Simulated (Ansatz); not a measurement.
Zn3P2 (La2O3 or Ni2Al3 type, space group No. 164), plane-wave PAW PBE (Ansatz code), all energies at zero smearing, with the estimated change up to a 700 eV cutoff added, with one set of potentials and settings (totals compare only within such a set). Cell of 5 atoms (2 P, 3 Zn): -11468.860 eV.

```tsv
element	reference phase	E (eV/atom)
P	Cmce, 4 atoms in the cell	-755.6743
Zn	C2/m, 3 atoms in the cell	-3319.0295
```

Formation energy per atom, worked out: (-11468.860 − 2×(-755.6743) − 3×(-3319.0295))/5 = -0.085 eV/atom (-8 kJ per mol of atoms), at 0 K, without zero-point energy or fitted corrections.

Space group P-3m1 (La2O3 or Ni2Al3 type). The cell is a constructed one: a structure type filled with these elements; neither database checked (COD, Materials Project) lists it. COD files the formula under space group No. 137, 224, so this cell is another polymorph or a model. Whether it is the stable phase at ambient conditions was not checked. The cell was relaxed with PBE under the symmetry of its start; whether a distortion lowers the energy is not shown. The references are the lowest solids computed at this level, not always the standard phases.

Potentials: the later of the program's two PAW sets.
